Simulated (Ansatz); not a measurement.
NbCd3: energy against volume and a worked fit

The structure is cubic, space group Pm-3m (No. 221). The conventional cell has a = 4.215 Å, b = 4.215 Å, c = 4.215 Å, α = 90.00°, β = 90.00°, γ = 90.00°. Cd (site symmetry 4/mmm) has 8 Cd at 2.98 Å and 4 Nb at 2.98 Å as nearest neighbours. Nb (site symmetry m-3m) has 12 Cd at 2.98 Å as nearest neighbours.

The cell was scaled at fixed shape and fractions and run with Ansatz, Ansatz PAW, cutoff 420 eV; PBEsol, k mesh 6 × 6 × 6 on the cell of 4 atoms, fermi-dirac occupations of 0.05 eV, no spin polarisation, no spin-orbit coupling. The potentials were made for PBE. Energies are those that the program minimises, any entropy of the smearing included. For a metal such a mesh isn't converged to the digits shown.

```csv
V (Å³/atom),energy over the lowest row (meV/atom)
17.5979,38.18
17.9723,?
18.3467,6.65
18.7212,0.56
19.0956,0.00
19.4700,4.32
19.8444,12.99
```

Problem. Fit the third-order Birch-Murnaghan form, give V0, B0 and B′, and predict the energy left open.

Solution. With y = (V0/V)^(2/3), E = E0 + (9 V0 B0/16) [(y - 1)³ B′ + (y - 1)² (6 - 4y)]. Least squares through the rows shown give V0 = 18.9480 Å³/atom, E0 = -0.40 meV, B0 = 110.9 GPa (1 eV/Å³ = 160.218 GPa) and B′ = 4.98, with a largest miss of 0.01 meV. At V = 17.9723 the form with these constants gives 18.92 meV; the run gave 18.93 meV an atom. Other set-ups at this level, from all their volumes (Å³/atom, GPa): Ansatz, all-electron LAPW, scalar-relativistic: V0 18.945, B0 110.9.
